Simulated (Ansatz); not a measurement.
Mg2NCl (R-3m) from a database of computed structures, relaxed with r2SCAN, was run in Ansatz 0.2.0 under altered settings. All numbers are computed, without spin polarisation but where a row says otherwise.

```
CELL_PARAMETERS angstrom
1.64661 0.95067 5.93796
-1.64661 0.95067 5.93796
0.00000 -1.90134 5.93796
ATOMIC_POSITIONS crystal
Mg 0.22291 0.22291 0.22291
Mg 0.77709 0.77709 0.77709
N 0.50000 0.50000 0.50000
Cl 0.00000 0.00000 0.00000
```

The base run's other keys:
```yaml
kpoints:
  mp_grid: { grid: [6, 6, 6] }
hamiltonian:
  xc: pbesol
scf:
  occupations: { method: fixed }
  n_extra_bands: 5
```

It takes 6 iterations with 1099 plane waves at 420 eV and 32 k points, and leaves a mean stress of -0.33 GPa. The gap over this mesh is 2.364 eV. It ran on 4 threads of Arm Neoverse V1, on a shared host.

Outcomes, with energy and stress as changes against the base:

| setting | outcome | ΔF (meV/atom) | Δ mean stress (GPa) | gap on the mesh (eV) | iterations | wall time |
| --- | --- | --- | --- | --- | --- | --- |
| scf.occupations: fermi_dirac 0.001 | converged | 0.0 | 0.00 | 2.364 | 6 | 0.88 s |
| hamiltonian.dispersion: d3bj | converged | -251 | -2.98 | 2.364 | 6 | 0.79 s |
| hamiltonian.xc: mr2scan (cutoff then 500 eV) | converged | – | +0.33 | 3.120 | 7 | 2.2 s |
| hamiltonian.dispersion: d4 | converged | -103 | -1.25 | 2.364 | 6 | 0.92 s |
| basis.ecutwfc: 250 | converged, warned | +375 | +1.04 | 2.273 | 7 | 0.6 s |
| scf.mixing.preconditioner: none | converged | 0.0 | 0.00 | 2.364 | 6 | 0.84 s |
| scf.occupations: cold 0.5 (narrowed to 0.34 eV by the program) | converged | 0.0 | 0.00 | 2.364 | 7 | 0.93 s |
| scf.occupations: gaussian 0.5 | converged | 0.0 | 0.00 | 2.364 | 6 | 0.82 s |
| scf.occupations: gaussian 0.2 | converged | 0.0 | 0.00 | 2.364 | 6 | 0.86 s |
| scf.occupations: gaussian 0.05 | converged | 0.0 | 0.00 | 2.364 | 6 | 0.88 s |
| basis.ecutwfc: 600 | converged | -1.4 | 0.00 | 2.364 | 6 | 1.2 s |
| basis.ecutwfc: 80 | not converged | – | – | – | 9 | 0.38 s |

A dash marks a value that wasn't obtained or can't be compared. Stress is positive in compression. The base took 0.8 s.

- hamiltonian.dispersion: d3bj. The free energy moves by -251 meV an atom, the mean stress by -2.98 GPa and the gap on the mesh by 0.000 eV (to 2.364). A pairwise correction adds to energy, forces and stress after the SCF and leaves the bands alone.
- hamiltonian.xc: mr2scan. The cutoff follows the functional, from 420 to 500 eV. The mean stress moves by +0.33 GPa and the gap on the mesh by +0.756 eV (to 3.120). It's another functional on the same cell, so totals aren't comparable.
- hamiltonian.dispersion: d4. The free energy moves by -103 meV an atom, the mean stress by -1.25 GPa and the gap on the mesh by 0.000 eV (to 2.364). D4, pair terms with charge-dependent coefficients and a three-body term, adds to energy, forces and stress after the SCF and leaves the bands alone.
- basis.ecutwfc: 250. 501 plane waves in place of 1099. The free energy moves by +375 meV an atom, the mean stress by +1.04 GPa and the gap on the mesh by -0.090 eV (to 2.273). The basis is too small: these are errors of the cutoff. Warned: cutoff below recommended.
- basis.ecutwfc: 80. The iterations end on a state that fails one of the program's checks, so there is no result. Error: refused after 9 iterations: one_centre_occupation = 2.01e0 (threshold 2.00e0); read on the Mg atom at site 1 (counted from 0), in its partial waves of l = 1. The loop had accepted its state. The figure is how many electrons the atom's PAW partial-wave expansion lays in one spin orbital inside its sphere. […]

Within 1 meV an atom, 0.1 GPa and 0.005 eV of the base stay: scf.occupations: fermi_dirac 0.001; scf.mixing.preconditioner: none; scf.occupations: cold 0.5; scf.occupations: gaussian 0.5; scf.occupations: gaussian 0.2; scf.occupations: gaussian 0.05.
